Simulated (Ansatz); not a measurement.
Cr₃GeN in space group P-42_1m (No. 113; Cr on 4e, Cr on 2b, Ge on 2c, N on 2a) under volume change, PBEsol (plane waves, PAW; program Ansatz), shape and atoms relaxed at each volume.

```
V (Å³/atom)  E − E(relaxed) (meV/atom)  P (GPa)
-----------  -------------------------  -------
9.811                             83.4    30.00
10.135                            35.0    18.31
10.458                             8.3     8.41
10.781                             0.0     0.00
11.105                             7.4    -7.13
11.428                            28.1   -13.18
11.752                            60.0   -18.28
```

### Question
What does a third-order Birch–Murnaghan fit give for V₀, B₀ and B′?

### Answer
V₀ = 10.78 Å³/atom, B₀ = 257 GPa, B′ = 4.5.

The workflow started from a Materials Project entry (that database holds measured and hypothetical structures alike); the Crystallography Open Database files this formula in space group No. 113, but the cells were not matched. Whether it is the stable phase at ambient conditions was not checked. The PBEsol relaxation kept the symmetry of its start; of distortions, only those at the zone centre were tested. The run is not spin-polarised.

Potentials: the later of the program's two PAW sets.
